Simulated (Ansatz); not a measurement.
Simulated powder pattern, Mo Kα, λ = 0.71073 Å (kinematic, ideal powder, no thermal factors, no anomalous dispersion; the 30 strongest lines at most, above 1 %, up to 2θ = 45°):

| 2θ (°) | I/Imax (%) |
|---|---|
| 4.72 | 37 |
| 9.44 | 1.4 |
| 14.57 | 11 |
| 16.73 | 56 |
| 18.94 | 54 |
| 19.53 | 100 |
| 19.82 | 9.5 |
| 20.11 | 3.4 |
| 23.50 | 1.6 |
| 27.34 | 63 |
| 27.76 | 31 |
| 28.17 | 1.1 |
| 30.93 | 1.3 |
| 31.49 | 1.6 |
| 31.86 | 8.7 |
| 32.59 | 18 |
| 33.83 | 29 |
| 34.35 | 2.7 |
| 34.86 | 1.0 |
| 36.36 | 1.7 |
| 38.43 | 4.0 |
| 39.66 | 7.9 |
| 42.76 | 6.1 |
| 43.32 | 3.2 |
| 43.46 | 10.0 |
| 44.30 | 10.0 |
| 44.58 | 10 |

The pattern belongs to a structure relaxed with the program Ansatz at the r²SCAN level (PAW).

Q: Which of these materials gives this?
A. NbCuN2, R-3m (Nb on 3b, Cu on 3a, N on 6c)
B. YTaN3, R3c (Y on 6a, Ta on 6a, N on 18b)
C. MgTiNO, P4/nmm (Ti on 2c, N on 2c, Mg on 2c, O on 2c)
D. SnO, zinc blende

A: C, MgTiNO, P4/nmm (Ti on 2c, N on 2c, Mg on 2c, O on 2c)

Q: Give the lattice parameters.

A: a = 2.963 Å, c = 8.638 Å.

The start of the workflow was typed in or built on a structure type; neither database checked (COD, Materials Project) lists it. Its standing as an ambient phase is unchecked. Symmetry was held in the r²SCAN relaxation; whether a distortion lowers the energy is not shown. The workflow began spin-polarised and lost its moments.

Potentials: the earlier of the program's two PAW sets.
